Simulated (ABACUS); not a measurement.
Worked example: self-consistent single point of Al2Cu (I4/mcm, 12 atoms in the cell; from Materials Project mp-998, changed as shown) in ABACUS.

All values come from this method and carry its errors: PBE, numerical atomic orbitals SZP (confined pseudo-atomic orbitals with Gaussian additions; energy shift 0.01 Ry), PseudoDojo 0.5 standard norm-conserving PBE (tails mended) pseudopotentials in ABACUS.

The change in words: lattice scaled by 1.02. Reference geometry (I4/mcm):
```yaml
crystal:
  lattice:
    - [5.99780, 0.00000, 0.00000]
    - [0.00000, 5.99780, 0.00000]
    - [0.00000, 0.00000, 4.78547]
  atoms:
    - { symbol: Al, position: [0.15861, 0.34139, 0.00000] }
    - { symbol: Al, position: [0.84139, 0.65861, 0.00000] }
    - { symbol: Al, position: [0.15861, 0.65861, 0.50000] }
    - { symbol: Al, position: [0.84139, 0.34139, 0.50000] }
    - { symbol: Al, position: [0.65861, 0.84139, 0.50000] }
    - { symbol: Al, position: [0.34139, 0.15861, 0.50000] }
    - { symbol: Al, position: [0.65861, 0.15861, 0.00000] }
    - { symbol: Al, position: [0.34139, 0.84139, 0.00000] }
    - { symbol: Cu, position: [0.00000, 0.00000, 0.75000] }
    - { symbol: Cu, position: [0.00000, 0.00000, 0.25000] }
    - { symbol: Cu, position: [0.50000, 0.50000, 0.25000] }
    - { symbol: Cu, position: [0.50000, 0.50000, 0.75000] }
```

Reference input (self-consistent single point, DFT, PBE, numerical atomic orbitals SZP (confined pseudo-atomic orbitals with Gaussian additions; energy shift 0.01 Ry), PseudoDojo 0.5 standard norm-conserving PBE (tails mended) pseudopotentials): basis = SZP numerical atomic orbitals, energy shift 0.01 Ry; KPT = Gamma 4 4 6 0 0 0; basis_type = lcao; dft_functional = PBE; ecutwfc = 100 Ry; smearing_method = fd; smearing_sigma = 0.00367493 Ry; potentials = PseudoDojo 0.5 standard norm-conserving PBE (tails mended); symmetry = 1; ks_solver = scalapack_gvx; scf_nmax = 100; scf_thr = 1.0e-07. This run's input differs from it in these lines:

```diff
@@ -31,8 +31,8 @@
 LATTICE_CONSTANT
-11.334199
+11.560883
 
 LATTICE_VECTORS
-   1.0000000309    0.0000000000    0.0000000000
-   0.0000000000    1.0000000309    0.0000000000
-   0.0000000000    0.0000000000    0.7978709106
+   1.0000000292    0.0000000000    0.0000000000
+   0.0000000000    1.0000000292    0.0000000000
+   0.0000000000    0.0000000000    0.7978708439
 
@@ -44,10 +44,10 @@
 8
-   1.7977173589    3.8693823162    0.0000000000 1 1 1
-   9.5364819913    7.4648170341    0.0000000000 1 1 1
-   1.7977173589    7.4648170341    4.5216138388 1 1 1
-   9.5364819913    3.8693823162    4.5216138388 1 1 1
-   7.4648170341    9.5364819913    4.5216138388 1 1 1
-   3.8693823162    1.7977173589    4.5216138388 1 1 1
-   7.4648170341    1.7977173589    0.0000000000 1 1 1
-   3.8693823162    9.5364819913    0.0000000000 1 1 1
+   1.8336717061    3.9467699625    0.0000000000 1 1 1
+   9.7272116312    7.6141133748    0.0000000000 1 1 1
+   1.8336717061    7.6141133748    4.6120457376 1 1 1
+   9.7272116312    3.9467699625    4.6120457376 1 1 1
+   7.6141133748    9.7272116312    4.6120457376 1 1 1
+   3.9467699625    1.8336717061    4.6120457376 1 1 1
+   7.6141133748    1.8336717061    0.0000000000 1 1 1
+   3.9467699625    9.7272116312    0.0000000000 1 1 1
 
@@ -56,6 +56,6 @@
 4
-   0.0000000000    0.0000000000    6.7824207582 1 1 1
-   0.0000000000    0.0000000000    2.2608069194 1 1 1
-   5.6670996751    5.6670996751    2.2608069194 1 1 1
-   5.6670996751    5.6670996751    6.7824207582 1 1 1
+   0.0000000000    0.0000000000    6.9180686065 1 1 1
+   0.0000000000    0.0000000000    2.3060228688 1 1 1
+   5.7804416686    5.7804416686    2.3060228688 1 1 1
+   5.7804416686    5.7804416686    6.9180686065 1 1 1
 # file: KPT
```

Output, abridged:

```
 SELF-CONSISTENT
 -------------------------------------------

                  longest orb rcut (Bohr) = 8
   longest nonlocal projector rcut (Bohr) = 1.78
                     search radius (Bohr) = 19.6

                          real space grid = [ 75, 75, 60 ]
                                 init_chg = atomic

 LCAO ALGORITHM --------------- ION=   1  ELEC=   1--------------------------------

 Density error is 0.110870536451
 E_KohnSham     -1552.1708119499     -21118.3673118050
 E_Fermi        0.8135591048         11.0690394845

 LCAO ALGORITHM --------------- ION=   1  ELEC=   2--------------------------------

   [... lines left out ...]

   [... 9 blocks of this kind left out ...]

 LCAO ALGORITHM --------------- ION=   1  ELEC=  12--------------------------------

 Density error is 2.15959775084e-07
 E_KohnSham     -1553.8182483079     -21140.7818333665
 E_Fermi        0.7505423699         10.2116528217

 LCAO ALGORITHM --------------- ION=   1  ELEC=  13--------------------------------

 Density error is 6.20491233511e-09
 E_KohnSham     -1553.8182483079     -21140.7818333661
 E_KS(sigma->0) -1553.8174072650     -21140.7703903911
 E_entropy(-TS) -0.0016820857        -0.0228859499
 E_Fermi        0.7505423328         10.2116523167
 charge density convergence is achieved
 final etot is -21140.781833 eV
 EFERMI = 10.211652317 eV

 STATE ENERGY(eV) AND OCCUPATIONS    NSPIN == 1
   [... 58 lines left out ...]

 TOTAL-FORCE (eV/Angstrom)
                       Al1        -0.0264149353         0.0264300312         0.0000000000
                       Al2         0.0264149353        -0.0264300312         0.0000000000
                       Al3        -0.0264149353        -0.0264300312         0.0000000000
                       Al4         0.0264149353         0.0264300312         0.0000000000
                       Al5        -0.0264300312         0.0264149353         0.0000000000
                       Al6         0.0264300312        -0.0264149353         0.0000000000
                       Al7        -0.0264300312        -0.0264149353         0.0000000000
   [... lines left out ...]

 TOTAL-STRESS (KBAR)
        23.9191295953         0.0000000000         0.0000000000
         0.0000000000        23.9191295953        -0.0000000000
         0.0000000000         0.0000000000        49.5804600784
 TOTAL-PRESSURE: 32.472906 KBAR

 --------------------------------------------
 !FINAL_ETOT_IS -21140.7818333660979988 eV
 --------------------------------------------
```

The run converged in 13 iterations. Against the reference run the free energy drops by 37.1 meV/atom and the pressure goes from 10.66 to 3.25 GPa.

The atom-centred basis is finite, which shifts total energies and pressures against plane waves. A single-zeta basis is rough, for pressures and forces above all. The structure comes from a collection of computed structures, made at another level of theory; the collection holds predicted forms beside known ones. No clean gap shows at this smearing width and mesh (spacing up to 0.26 Å⁻¹); the mesh is coarse for partly filled bands, so the values carry mesh errors.

Cost on one core: very roughly 40 core-seconds.

The atomic orbitals were generated for these runs; they are not ABACUS's published sets and were checked against plane waves on a few crystals only.

“Tails mended”: in these copies of the files the far tail of each local potential was reset to the Coulomb form.
